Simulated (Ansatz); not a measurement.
A geometry of MoRu away from equilibrium: the start of the relaxation of a relaxed MoRu cell, doubled along one cell vector, shaken by Gaussian noise of σ = 0.08 Å a coordinate. Calculation: PBEsol (plane waves to 420 eV, PAW, scalar-relativistic; Ansatz, a program for electronic structure). Γ-centred k-mesh 7×4×11 on the run's cell (coarser than for final values), Fermi–Dirac smearing 0.05 eV.

```xyz
8
Lattice="3.0374 -3.3307 0.0000 6.0748 6.6614 0.0000 0.0000 0.0000 2.8422" Properties=species:S:1:pos:R:3 pbc="T T T"
Ru     3.1730    -1.9671     1.2845
Ru     6.0873     1.3929     1.4786
Ru     3.0497     1.9519     1.2593
Ru     6.1417     5.2646     1.5923
Mo     1.7388    -0.0211    -0.0172
Mo     4.7833     3.3022    -0.0316
Mo     4.3315    -0.0945    -0.1642
Mo     7.2158     3.3426    -0.0315
```

**Question.** What forces act on the atoms (eV/Å)?

**Answer.** 
```
atom     Fx     Fy     Fz
----  -----  -----  -----
Ru1   -1.47   0.46   0.69
Ru2   -0.24   0.46  -0.82
Ru3    0.29  -1.05   0.73
Ru4   -1.13  -0.31  -1.60
Mo5    1.39  -0.43  -0.08
Mo6   -0.10   0.13   0.10
Mo7   -0.72   0.92   0.27
Mo8    1.98  -0.19   0.72
```

**Question.** What is the pressure?

**Answer.** +3.8 GPa, compression positive.

**Question.** How far above the relaxed end point is this geometry?

**Answer.** 0.09 eV/atom; the path ends in Cmmm (No. 65) (AFLOW prototype AB_oC8_65_j_g (as in VIr)).

No spin polarisation in the result.

The end of the path is a generated cell of MoRu: the first start was made by placing the elements on the sites of a structure type, and the end was not matched to a known phase here, so it may be hypothetical.
